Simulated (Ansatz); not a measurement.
Sr2CaWO6:
```cif
data_Ca2O12Sr4W2
_chemical_formula_sum 'Sr4 Ca2 W2 O12'
_space_group_name_H-M_alt 'I4/m'
_space_group_IT_number 87
_space_group_name_Hall '-I 4'
_cell_length_a 5.72256
_cell_length_b 5.72256
_cell_length_c 8.32180
_cell_angle_alpha 90.000
_cell_angle_beta 90.000
_cell_angle_gamma 90.000
loop_
_atom_site_label
_atom_site_type_symbol
_atom_site_symmetry_multiplicity
_atom_site_Wyckoff_symbol
_atom_site_fract_x
_atom_site_fract_y
_atom_site_fract_z
_atom_site_occupancy
Sr1 Sr 4 d 0.00000 0.50000 0.25000 1
Ca1 Ca 2 b 0.00000 0.00000 0.50000 1
W1 W 2 a 0.00000 0.00000 0.00000 1
O1 O 8 h 0.29431 0.16137 0.00000 1
O2 O 4 e 0.00000 0.00000 0.23147 1
```
(The calculation used a cell of 10 atoms; values per cell refer to that cell.)

Relaxed with PBEsol. 

**Question.** HSE06 on this cell (Ansatz, a program for electronic structure, PAW) gives a gap of 4.54 eV. What does PBEsol give?

**Answer.** 3.05 eV.

Cost on shared cores: the PBEsol run (SCF on a 7×7×7 mesh, then bands and DOS) around 3 core-minutes (rough), the HSE06 run (SCF on 4×4×4, then a few points) roughly 9 core-minutes; the tasks are unlike.

The first step of the workflow began from a Materials Project structure, measured or hypothetical; the Crystallography Open Database copy checked does not list it. COD files the formula under space group No. 14, so this cell is another polymorph or a model. Its standing as an ambient phase is unchecked. Symmetry was held in the PBEsol relaxation; its stability against distortions is not shown here. The run is not spin-polarised. No Hubbard U is applied. Spin–orbit coupling is left out wherever it is not named.

Potentials: the later of the program's two PAW sets.

Ansatz is a plane-wave DFT program.
